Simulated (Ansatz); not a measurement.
LaOF (space group R-3m)

```xyz
6
Lattice="1.9884 1.1480 6.6091 -1.9884 1.1480 6.6091 0.0000 -2.2960 6.6091" Properties=species:S:1:pos:R:3 pbc="T T T"
La     0.0000     0.0000    14.7186
La     0.0000     0.0000     5.1087
O      0.0000     0.0000    12.3477
O      0.0000     0.0000     7.4795
F      0.0000     0.0000    17.2641
F      0.0000     0.0000     2.5632
```

A phonon eigenvector at Γ is frozen into this cell: atom i moves by Q times the vector below, so Q is the largest atomic displacement, in Å. The cell is held. It is one choice among 2 degenerate patterns.

```tsv
atom	x	y	z
La1	0.000	0.167	0.000
La2	0.000	0.167	0.000
O3	0.000	-0.263	0.000
O4	0.000	-0.263	0.000
F5	0.000	-1.000	0.000
F6	0.000	-1.000	0.000
```

Level of theory: LDA (plane waves to 420 eV, PAW, scalar-relativistic; Ansatz, an electronic-structure program). k mesh 10×10×10 (Γ-centred), Fermi-Dirac smearing 0.05 eV. Energies are smeared free energies. LaOF is run without spin polarisation. LaOF was relaxed with its symmetry unable to fall. ΔE is measured from the undisplaced structure.

| Q (Å) | ΔE (meV/cell) |
|---|---|
| -0.180 | 149.4 |
| -0.150 | 102.8 |
| -0.120 | withheld |
| -0.090 | 36.6 |
| -0.060 | 16.2 |
| -0.030 | 4.0 |
| 0.000 | 0.0 |
| 0.030 | 4.0 |
| 0.060 | 16.2 |
| 0.090 | 36.6 |
| 0.120 | withheld |
| 0.150 | 102.8 |
| 0.180 | 149.4 |

Problem. Fit an even polynomial form (powers 2, 4) to the given rows and predict ΔE at Q = 0.120.

Solution. Least squares on the 11 given rows: ΔE = (4480)·Q² + (4014)·Q⁴, in meV/cell with Q in Å; root-mean-square residual 0.03 meV/cell. At 0.120 the fit gives 65.3 meV/cell; the calculation gives 65.3 meV/cell, the same to the digits shown. The quadratic term alone would give 64.5 meV/cell.

(A displaced cell: forces are minus the slopes of the energy, force constants its curvatures, and phonons follow from these.)
